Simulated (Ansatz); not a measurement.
HfPt$_{3}$:
```yaml
crystal:
  lattice:
    - [5.63789, 0.00000, 0.00000]
    - [-2.81894, 4.88256, 0.00000]
    - [0.00000, 0.00000, 9.20358]
  atoms:
    - { symbol: Hf, position: [0.00000, 0.00000, 0.00000] }
    - { symbol: Hf, position: [0.00000, 0.00000, 0.50000] }
    - { symbol: Hf, position: [0.33333, 0.66667, 0.25000] }
    - { symbol: Hf, position: [0.66667, 0.33333, 0.75000] }
    - { symbol: Pt, position: [0.50000, 0.00000, 0.00000] }
    - { symbol: Pt, position: [0.50000, 0.50000, 0.50000] }
    - { symbol: Pt, position: [0.00000, 0.50000, 0.00000] }
    - { symbol: Pt, position: [0.50000, 0.00000, 0.50000] }
    - { symbol: Pt, position: [0.50000, 0.50000, 0.00000] }
    - { symbol: Pt, position: [0.00000, 0.50000, 0.50000] }
    - { symbol: Pt, position: [0.83027, 0.66054, 0.25000] }
    - { symbol: Pt, position: [0.16973, 0.33946, 0.75000] }
    - { symbol: Pt, position: [0.16973, 0.83027, 0.75000] }
    - { symbol: Pt, position: [0.83027, 0.16973, 0.25000] }
    - { symbol: Pt, position: [0.33946, 0.16973, 0.25000] }
    - { symbol: Pt, position: [0.66054, 0.83027, 0.75000] }
```

This is the PBEsol-relaxed structure. Cartesian axes are those of the cell as given.

All from the program Ansatz at the PBEsol level (PAW), unless another level is named. Give the bulk modulus (Birch–Murnaghan fit).

257 GPa.

And the elastic constants (relaxed ions, GPa)?

C11 = 426, C12 = 180, C13 = 165, C33 = 442, C44 = 103.

Space group P6_3/mmc. The workflow started from a Materials Project entry (that database holds measured and hypothetical structures alike); the Crystallography Open Database files this formula in space group No. 194, but the cells were not matched. Whether it is the stable phase at ambient conditions was not checked. The PBEsol relaxation kept the symmetry of its start; whether a distortion lowers the energy is not shown. No spin polarisation was allowed. As this level gives no gap, shear constants depend on the k-mesh and smearing (Fermi–Dirac, 0.1 eV here). Spin–orbit coupling is left out wherever it is not named.

Potentials: the later of the program's two PAW sets.
